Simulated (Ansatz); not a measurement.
ZrC:
```
CELL_PARAMETERS angstrom
      4.57418     0.00000     0.00000
      0.00000     4.57418     0.00000
      0.00000     0.00000     4.57418
ATOMIC_POSITIONS crystal
  Zr 0.00000 0.50000 0.50000
  Zr 0.50000 0.00000 0.50000
  Zr 0.50000 0.50000 0.00000
  C  0.50000 0.00000 0.00000
  C  0.00000 0.50000 0.00000
  C  0.00000 0.00000 0.50000
```

Relaxed with PBEsol. Special points in fractions of this cell's reciprocal vectors: Γ (0.000, 0.000, 0.000); X (0.000, 0.500, 0.000); M (0.500, 0.500, 0.000); R (0.500, 0.500, 0.500).

Problem. List the band energies nearest the Fermi level at these points for PBEsol in the plane-wave PAW code Ansatz.

Solution. In eV from the Fermi level; about four levels below and three above (degenerate sets whole), none deeper than 8.9 eV; points with the same levels are listed once.

| k | below | above |
|---|---|---|
| Γ | -1.43 -1.43 -1.43 -0.95 -0.95 -0.95 | 0.55 0.55 0.55 |
| X | -0.55 -0.34 -0.34 -0.18 | 0.06 0.06 1.61 1.61 |
| M | -1.19 -1.19 -0.68 -0.02 | 0.84 0.84 1.81 |
| R | -4.07 -4.07 -4.07 -3.10 -3.10 -3.10 | 0.31 0.31 0.31 |

Space group Pm-3m. The start of the workflow was typed in or built on a structure type; neither database checked (COD, Materials Project) lists it. It is not the phase usual at ambient conditions (space group No. 225). The PBEsol relaxation kept the symmetry of its start. At this level the phase is dynamically unstable (imaginary phonons). No spin polarisation was allowed. Its formation energy is positive at this level, so the cell may be metastable or incomplete. Scalar-relativistic: spin–orbit coupling is off unless named, which matters more the heavier the elements.

Potentials: the earlier of the program's two PAW sets. The files were generated under PBE; for other functionals the program regenerates the frozen cores, and for LDA and PBEsol the local potential too.
